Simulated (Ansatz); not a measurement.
Ge:
```xyz
1
Lattice="2.8098 0.0000 0.0000 -1.4049 2.4333 0.0000 0.0000 0.0000 2.6259" Properties=species:S:1:pos:R:3 pbc="T T T"
Ge     0.0000     0.0000     1.3130
```

Relaxed with LDA. Special points in fractions of this cell's reciprocal vectors: Γ (0.000, 0.000, 0.000); M (0.500, 0.000, 0.000); K (0.333, 0.333, 0.000); A (0.000, 0.000, 0.500); L (0.500, 0.000, 0.500); H (0.333, 0.333, 0.500).

Q: List the band energies nearest the Fermi level at these points for DFT-LDA in the program Ansatz with PAW potentials.

A: In eV from the Fermi level; about four levels below and three above (degenerate sets whole), none deeper than 8.9 eV; … stands for higher levels left out; points with the same levels are listed once.

```json
[
 {"k": "Γ", "below": "–", "above": "6.92 8.52 8.52"},
 {"k": "M", "below": "-8.42 -5.96", "above": "4.15 8.27 …"},
 {"k": "K", "below": "-7.24 -3.74 -3.74", "above": "11.81 …"},
 {"k": "A", "below": "-6.30", "above": "11.65 11.65 …"},
 {"k": "L", "below": "-3.89 -2.65 -2.08", "above": "3.33 …"},
 {"k": "H", "below": "-2.48 -1.22 -0.41 -0.41", "above": "…"}
]
```

Space group P6/mmm. The first step of the workflow began from a Materials Project structure, measured or hypothetical; the Crystallography Open Database copy checked does not list it. It is not the phase usual at ambient conditions (space group No. 227). The LDA relaxation kept the symmetry of its start; its stability against distortions is not shown here. Spin–orbit coupling is left out wherever it is not named.

Potentials: the later of the program's two PAW sets.
